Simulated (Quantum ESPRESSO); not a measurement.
## Band energies of CdO$_{2}$H$_{2}$ monolayer

```xyz
5
Lattice="3.5093 0.0000 0.0000 -1.7546 3.0391 0.0000 0.0000 0.0000 17.3000" Properties=species:S:1:pos:R:3 pbc="T T T"
H      1.7546     1.0130    -2.0494
H      0.0000     2.0261     2.0494
O      1.7546     1.0130    -1.0836
O      0.0000     2.0261     1.0836
Cd     0.0000     0.0000     0.0000
```

norm-conserving PBEsol (Quantum ESPRESSO, 102 Ry, no spin-orbit coupling); path ΓMKΓ; energies in eV from the valence-band maximum.

| k (1/Å) | point | band 13 | band 14 | band 15 | band 16 | band 17 | band 18 | band 19 | band 20 |
|---|---|---|---|---|---|---|---|---|---|
| 0.00 | Γ | -4.72 | -1.07 | -1.07 | 0.00 | 0.00 | 2.26 | 3.43 | 4.53 |
| 0.21 |  | -4.60 | -1.35 | -1.12 | -0.22 | -0.03 | 2.60 | 3.61 | 4.71 |
| 0.41 |  | -4.22 | -1.91 | -1.28 | -0.77 | -0.06 | 3.39 | 4.10 | 5.23 |
| 0.62 |  | -3.84 | -2.41 | -1.54 | -1.39 | -0.06 | 4.36 | 4.83 | 6.00 |
| 0.83 |  | -3.68 | -2.59 | -1.94 | -1.80 | -0.04 | 5.42 | 5.73 | 6.79 |
| 1.03 | M | -3.69 | -2.38 | -2.34 | -1.91 | -0.03 | 6.19 | 6.29 | 7.47 |
| 1.23 |  | -3.73 | -2.75 | -2.25 | -1.64 | -0.23 | 6.41 | 6.46 | 7.60 |
| 1.43 |  | -3.86 | -3.24 | -2.02 | -1.35 | -0.71 | 6.88 | 6.95 | 7.64 |
| 1.63 | K | -4.20 | -3.43 | -1.85 | -1.12 | -1.12 | 7.29 | 7.50 | 7.50 |
| 1.78 |  | -3.90 | -3.34 | -1.96 | -1.12 | -0.97 | 6.79 | 7.04 | 7.45 |
| 1.93 |  | -3.70 | -3.12 | -2.10 | -0.98 | -0.81 | 5.93 | 6.19 | 7.13 |
| 2.08 |  | -3.69 | -2.79 | -2.04 | -0.85 | -0.63 | 5.07 | 5.41 | 6.56 |
| 2.23 |  | -3.87 | -2.41 | -1.77 | -0.73 | -0.43 | 4.27 | 4.75 | 5.92 |
| 2.38 |  | -4.15 | -2.00 | -1.44 | -0.59 | -0.24 | 3.55 | 4.21 | 5.34 |
| 2.53 |  | -4.45 | -1.58 | -1.20 | -0.37 | -0.10 | 2.92 | 3.80 | 4.90 |
| 2.67 |  | -4.68 | -1.22 | -1.09 | -0.11 | -0.02 | 2.45 | 3.53 | 4.62 |
| 2.82 | Γ | -4.72 | -1.07 | -1.07 | 0.00 | 0.00 | 2.26 | 3.43 | 4.53 |

The PBEsol gap is direct, 2.26 eV at Γ. The valence-band maximum lies 4.29 eV below the vacuum level.

Spin-orbit splittings are left out.

Geometry relaxed with PBEsol.

This is a model layer cut from the bulk structure; whether it is stable on its own was not checked.
